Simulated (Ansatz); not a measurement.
MoS₂:
```xyz
6
Lattice="3.1494 0.0000 0.0000 -1.5747 2.7275 0.0000 0.0000 0.0000 12.0886" Properties=species:S:1:pos:R:3 pbc="T T T"
Mo     1.5747     0.9092     3.0222
Mo     0.0000     1.8183     9.0665
S      0.0000     1.8183     4.5879
S      1.5747     0.9092     7.5008
S      1.5747     0.9092    10.6322
S      0.0000     1.8183     1.4564
```

PBE+D3(BJ) (plane waves, PAW; program Ansatz) gives a gap of 0.77 eV without spin–orbit coupling, maximum at Γ, minimum on the K–Γ line, 46 % of the way from K.

What happens when spin–orbit coupling is switched on?

The gap shrinks by 0.01 eV, to 0.76 eV; maximum at Γ, minimum on the K–Γ line, 46 % of the way from K.

Give the electron effective mass with spin–orbit coupling.

0.53, 0.53, 0.73 mₑ (principal values).

Give the hole effective mass with spin–orbit coupling.

0.61, 0.61, 1.0 mₑ (principal values).

Give the Z2 indices of the occupied bands with spin–orbit coupling.

0;(000).

Space group P6_3/mmc. The cell was relaxed with PBE+D3(BJ) under the symmetry of its start; phonons on a q-mesh show no instability. No spin polarisation was allowed.

Potentials: the later of the program's two PAW sets.
